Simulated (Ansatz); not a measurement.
## YMnFeGe2 with basis.xc_grid, hamiltonian.hubbard, kpoints.mp_grid.grid changed

Level of theory: PBEsol, collinear spin, scalar-relativistic; Ansatz, plane waves to 420 eV (PAW set soft_2), k-mesh 4×4×4. These are the settings of the reference run.

Cell:

```
cell
1.0
     1.9436   -5.8307    5.2357
    -5.8307   -1.9436   -5.2357
     5.8307    1.9436   -5.2357
Y Mn Fe Ge
5 5 5 10
Direct
  0.0000 0.0000 0.0000
  0.4000 0.6000 0.8000
  0.2000 0.8000 0.4000
  0.6000 0.4000 0.2000
  0.8000 0.2000 0.6000
  0.3000 0.4500 0.3500
  0.7000 0.0500 0.1500
  0.5000 0.2500 0.7500
  0.9000 0.8500 0.5500
  0.1000 0.6500 0.9500
  0.9000 0.3500 0.0500
  0.3000 0.9500 0.8500
  0.1000 0.1500 0.4500
  0.5000 0.7500 0.2500
  0.7000 0.5500 0.6500
  0.0000 0.3782 0.3782
  0.4000 0.9782 0.1782
  0.2000 0.1782 0.7782
  0.6000 0.7782 0.5782
  0.8000 0.5782 0.9782
  0.0000 0.6218 0.6218
  0.4000 0.2218 0.4218
  0.2000 0.4218 0.0218
  0.6000 0.0218 0.8218
  0.8000 0.8218 0.2218
```

The reference run of this cell is solved again as a single point with these keys changed:

| key | reference run | changed run |
| --- | --- | --- |
| basis.xc_grid | not typed | 3 |
| hamiltonian.hubbard | not typed | {sites: [{species: Fe, l: d, u_eff: 4.0}], double_counting: amf} |
| kpoints.mp_grid.grid | [4, 4, 4] | [3, 3, 3] |

**Question.** How far do the results move?

**Answer.** 

```
               quantity  reference run  changed run
         pressure (GPa)            0.0          4.6
   largest force (eV/Å)           0.00         0.67
   gap on the mesh (eV)           0.00         0.00
moment of the cell (μB)          14.72        15.70
```

The Hamiltonian isn't the same, so energies aren't compared. It took 23 iterations.

Caveats: a single point, atoms not relaxed again; a change of U can also leave the f or d shell in another state.
